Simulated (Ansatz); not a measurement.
Here is the system:

InP:
```cif
data_In4P4
_chemical_formula_sum 'In4 P4'
_space_group_name_H-M_alt 'F-43m'
_space_group_IT_number 216
_space_group_name_Hall 'F -4 2 3'
_cell_length_a 5.95930
_cell_length_b 5.95930
_cell_length_c 5.95930
_cell_angle_alpha 90.000
_cell_angle_beta 90.000
_cell_angle_gamma 90.000
loop_
_atom_site_label
_atom_site_type_symbol
_atom_site_symmetry_multiplicity
_atom_site_Wyckoff_symbol
_atom_site_fract_x
_atom_site_fract_y
_atom_site_fract_z
_atom_site_occupancy
In1 In 4 a 0.00000 0.00000 0.00000 1
P1 P 4 c 0.25000 0.25000 0.25000 1
```
(The calculation used a cell of 2 atoms; values per cell refer to that cell.)

This is the PBE-relaxed structure.

Problem. All from DFT-PBE in the program Ansatz with PAW potentials, unless another level is named. Predict the formation energy from the elements (no fitted shifts).

Solution. -0.24 eV/atom.

Problem. Give the band gap.

Solution. 0.44 eV (direct).

Problem. Predict the valence-band maximum.

Solution. at Γ.

The PBE relaxation kept the symmetry of its start. The references are the lowest solids computed at this level, not always the standard phases. Spin–orbit coupling is left out wherever it is not named.

Potentials: the later of the program's two PAW sets.
